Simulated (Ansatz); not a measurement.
CdTe (zinc blende), energy against volume

CdTe (zinc blende)

```yaml
crystal:
  lattice:
    - [0.00000, 3.27903, 3.27903]
    - [3.27903, 0.00000, 3.27903]
    - [3.27903, 3.27903, 0.00000]
  atoms:
    - { symbol: Te, position: [0.75000, 0.75000, 0.75000] }
    - { symbol: Cd, position: [0.00000, 0.00000, 0.00000] }
```

The volume is varied about the relaxed value V₀ at fixed cell shape. Symmetry pins the atoms to their sites.

Level of theory: r2SCAN (plane waves to 500 eV, PAW, scalar-relativistic; Ansatz, a program for electronic structure). k mesh 9×9×9 (Γ-centred), Fermi-Dirac smearing 0.05 eV. The energy includes the smearing's −TS. Stress and pressure are positive under compression. CdTe was relaxed with its symmetry unable to fall. Spin-orbit coupling is left out, though Te is heavy. The PAW data are Ansatz's earlier set. ΔE is measured from the relaxed starting cell.

```
a (Å)   ΔE (meV/atom)  P (GPa)
------  -------------  -------
6.1878          157.7     10.5
6.2845           81.4      6.9
6.3783           33.3      4.1
6.4694            7.7      1.8
6.5581            0.0      0.0
6.6444            6.5     -1.4
6.7285           24.4     -2.6
6.8105           51.4     -3.5
6.8907           85.5     -4.2
```

Read from the data:

* **Pressure at the smallest volume**: 10.5 GPa
* **Energy cost of the largest compression**: 157.7 meV/atom
* **Energy cost of the largest expansion**: 85.5 meV/atom
* **Bulk modulus B₀ (third-order Birch-Murnaghan fit)**: 40.2 GPa
* **Pressure derivative B₀′ (fit)**: 4.6
* **Equilibrium volume of the fit**: 35.26 Å³/atom
* **Pressure for 5 % compression (fit)**: 2.3 GPa

The 9 points together took about 110 core-seconds (a rough figure).

(Under strain, the slope of the energy per volume gives the stress and its curvature an elastic modulus.)
